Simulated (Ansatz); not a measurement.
Given:

Au:
Space group Fm-3m (No. 225); a = b = c = 4.1239 Å, α = β = γ = 90.00°

```csv
atom,site,symmetry,x,y,z
Au,4a,m-3m,0.0000,0.0000,0.0000
```
(The calculation used a cell of 1 atom; values per cell refer to that cell.)

This is the r²SCAN-relaxed structure.

**Question.** All from r²SCAN in the plane-wave PAW code Ansatz, unless another level is named. Give the density of states at the Fermi level.

**Answer.** 0.27 states/eV per atom (mean over ±0.08 eV).

**Question.** Predict the gap with spin–orbit coupling.

**Answer.** none (metallic).

Symmetry was held in the r²SCAN relaxation. Scalar-relativistic: spin–orbit coupling is off unless named, which matters more the heavier the elements.

Potentials: the earlier of the program's two PAW sets.
